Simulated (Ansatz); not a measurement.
Fe (bcc (W type), space group No. 229) at seven volumes, the program Ansatz at the PBEsol level (PAW), scaled uniformly. One row is withheld.

| V (Å³/atom) | P (GPa) |
|---|---|
| 9.837 | 27.37 |
| 10.161 | 16.79 |
| 10.485 | 7.76 |
| 10.810 | 0.00 |
| 11.134 | -6.11 |
| 11.458 | -10.89 |
| 11.783 | ? |

**Question.** Fit the shown pressures and predict the withheld one.

**Answer.** P = (3/2)B₀(x^(7/2) − x^(5/2))[1 + (3/4)(B′ − 4)(x − 1)] with x = (V₀/V)^(2/3). Least squares on the six rows gives V₀ = 10.819 Å³/atom, B₀ = 224 GPa, B′ = 5.33. At V = 11.783, x = 0.9447 and P = -15.23 GPa. The run itself gave -15.32 GPa.

Space group Im-3m (bcc (W type)). The PBEsol relaxation kept the symmetry of its start. Magnetic state: ferromagnetic, chosen from 3 collinear starts compared on coarse meshes (ties went to the first, and starts can fall back to one state), not a proven ground state. Textbook magnetic order: ferromagnetic.

Potentials: the later of the program's two PAW sets.
